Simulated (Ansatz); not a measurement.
CsPbCl3 (cubic perovskite)

```
CsPbCl3
1.0
    5.61855     0.00000     0.00000
    0.00000     5.61855     0.00000
    0.00000     0.00000     5.61855
Cs Pb Cl
1 1 3
Direct
  0.00000   0.00000   0.00000
  0.50000   0.50000   0.50000
  0.00000   0.50000   0.50000
  0.50000   0.50000   0.00000
  0.50000   0.00000   0.50000
```

The slice is a {100} plane (indices of the conventional cell) through the point (0.500, 0.500, 0.500) (fractional), spanned by u = [100] and v = [010] in vectors of this cell: u (5.62 Å) and v (5.62 Å, at 90° to u). It covers one period; positions are fractions (u, v).

All values below come from PBEsol (plane waves to 420 eV, PAW, scalar-relativistic; Ansatz, a program for electronic structure). k mesh 6×6×6. Inside the PAW spheres the values are not all-electron values, and peaks at nuclei hang on which shells count as valence. CsPbCl3 was relaxed with its symmetry unable to fall. Spin-orbit coupling is left out, though Pb is heavy. This is a high-temperature form of CsPbCl3.

Three fields on this plane, each scaled to ten steps between its own extremes (0 low, 9 high; the total valence density on a logarithmic scale, the potential cut 8 eV below its top; x marks points blanked near nuclei; v = 0 in the bottom row):

Map A
```
|xxxx437xxxxxxx734xxx|
|xxx73249xxxxx94237xx|
|xx7411135xxx5311147x|
|54310001111111000134|
|33210000000000000123|
|87410000000000000147|
|xx93100000000000139x|
|xxx510000000000015xx|
|xxxx1000000000001xxx|
|xxxx1000000000001xxx|
|xxxx1000000000001xxx|
|xxx510000000000015xx|
|xx93100000000000139x|
|87410000000000000147|
|33210000000000000123|
|54310001111111000134|
|xx7411135xxx5311147x|
|xxx73249xxxxx94237xx|
|xxxx437xxxxxxx734xxx|
|xxxx538xxxxxxx835xxx|
```

Map B
```
|xxxx034xxxxxxx430xxx|
|xxx00561xxxxx16500xx|
|xx0036762xxx2676300x|
|00036788866688876300|
|33567899999999987653|
|34678999999999998764|
|xx16899999999999861x|
|xxx289999999999982xx|
|xxxx6999999999996xxx|
|xxxx6999999999996xxx|
|xxxx6999999999996xxx|
|xxx289999999999982xx|
|xx16899999999999861x|
|34678999999999998764|
|33567899999999987653|
|00036788866688876300|
|xx0036762xxx2676300x|
|xxx00561xxxxx16500xx|
|xxxx034xxxxxxx430xxx|
|xxxx033xxxxxxx330xxx|
```

Map C
```
|xxxx962xxxxxxx269xxx|
|xxx98520xxxxx02589xx|
|xx9974100xxx0014799x|
|99875210000000125789|
|66542100000000012456|
|32211000000000001122|
|xx00000000000000000x|
|xxx000000000000000xx|
|xxxx0000000000000xxx|
|xxxx0000000000000xxx|
|xxxx0000000000000xxx|
|xxx000000000000000xx|
|xx00000000000000000x|
|32211000000000001122|
|66542100000000012456|
|99875210000000125789|
|xx9974100xxx0014799x|
|xxx98520xxxxx02589xx|
|xxxx962xxxxxxx269xxx|
|xxxx963xxxxxxx369xxx|
```

**Question.** Assign the maps to these fields: density of the lowest conduction band (whole band as if filled, smooth part); density of the highest valence band (whole band, smooth part); electrostatic potential energy of an electron, from the cell's mean.

**Answer.** A is the density of the highest valence band (whole band, smooth part); B is the electrostatic potential energy of an electron, from the cell's mean; C is the density of the lowest conduction band (whole band as if filled, smooth part).
